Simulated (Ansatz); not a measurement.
This run works on a generated trial structure, not on a known crystal.

Input and command of a plane-wave DFT calculation in Ansatz:

```yaml
crystal:
  lattice:
    - [4.4000159891, 0.0, 0.0]
    - [-2.2000079946, 3.8105256237, 0.0]
    - [0.0, 0.0, 7.4660656986]
  atoms:
    - { symbol: Cd, position: [0.0, 0.0, 0.0] }
    - { symbol: O, position: [0.0, 0.0, 0.5814618128], spin: 0.5 }
    - { symbol: O, position: [0.0, 0.0, 0.4185381872], spin: 0.5 }
    - { symbol: O, position: [0.5, 0.0, 0.0], spin: 0.5 }
    - { symbol: O, position: [0.0, 0.5, 0.0], spin: 0.5 }
    - { symbol: O, position: [0.5, 0.5, 0.0], spin: 0.5 }
basis:
  ecutwfc: 420
kpoints:
  mp_grid: { grid: [12, 12, 6] }
hamiltonian:
  xc: pbe
scf:
  occupations: { method: gaussian, width: 0.1 }
output:
  forces: true
  stress: true
  eigenvalues: true
  populations: true
  write_density: true
  write_potential: true
  elf: true
  volumetric_format: npy
magnetization:
  spin_polarized: true
relax:
  adjacent_minimum: "off"
  f_tol: 0.01
  max_steps: 80
  cell: { stress_tol: 0.05 }
```

```bash
ansatz run input.yaml --threads 1 --pin off --max-ram 2560MiB --backend cpu --events-out ev --progress --plain --runs-dir out
```

Processor: Intel(R) Xeon(R) Processor @ 2.70GHz, 1 thread, on a host shared with other jobs.

Question: How long does it run, and how much memory does it take?

Answer: About 15 min, peak memory 0.75 GiB. It solves 33 bands at 76 k points (after reduction by symmetry) with about 2649 plane waves (on the last cell), in 186 SCF iterations over 22 ionic steps.
